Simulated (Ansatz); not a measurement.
Relaxed MgB$_{2}$ (AlB2 type, space group P6/mmm):

```
CELL_PARAMETERS angstrom
      3.06322     0.00000     0.00000
     -1.53161     2.65283     0.00000
      0.00000     0.00000     3.49987
ATOMIC_POSITIONS crystal
  Mg 0.00000 0.00000 0.00000
  B  0.33333 0.66667 0.50000
  B  0.66667 0.33333 0.50000
```

In this cell atom 3 (B, nearest neighbour B at 1.769 Å; its periodic images, 3.1 Å or more away, move with it) is moved by u·(1.000, 0.000, 0.000) + v·(0.000, 1.000, 0.000); the rest is frozen.

These are PBEsol (plane waves to 420 eV, PAW, scalar-relativistic; Ansatz, a first-principles code) values and carry that method's errors. k mesh 14×14×11 (Γ-centred), Fermi-Dirac smearing 0.05 eV. Energies are smeared free energies. Points where atoms come too close for the PAW data are left out (x in tables, blank in figures). With partly filled bands, energies and forces of such displacements shift with the k mesh and the smearing. MgB2 was relaxed with its symmetry unable to fall. The zero of ΔE is the undisplaced structure. Axes are in Å.

**Question.** Predict the ΔE (eV/cell) at all points of the grid u = -0.440, -0.293, -0.147, 0.000, 0.147, 0.293, 0.440 by v = -0.440, -0.293, -0.147, 0.000, 0.147, 0.293, 0.440.

**Answer.** ΔE (eV/cell), with u across and v down:

| v \ u | -0.440 | -0.293 | -0.147 | 0.000 | 0.147 | 0.293 | 0.440 |
|---|---|---|---|---|---|---|---|
| -0.440 | 1.979 | 1.998 | 2.081 | 2.127 | 2.081 | 1.998 | 1.979 |
| -0.293 | 1.150 | 0.854 | 0.733 | 0.707 | 0.733 | 0.854 | 1.150 |
| -0.147 | 1.004 | 0.446 | 0.183 | 0.120 | 0.183 | 0.446 | 1.004 |
| 0.000 | 1.412 | 0.525 | 0.099 | 0.000 | 0.099 | 0.525 | 1.412 |
| 0.147 | 2.307 | 0.945 | 0.269 | 0.077 | 0.269 | 0.945 | 2.307 |
| 0.293 | x | 1.623 | 0.643 | 0.350 | 0.643 | 1.623 | x |
| 0.440 | x | 2.477 | 1.180 | 0.801 | 1.180 | 2.477 | x |

(For displaced atoms, the force is minus the slope of the energy, and its curvature is a force constant, which sets phonon frequencies.)
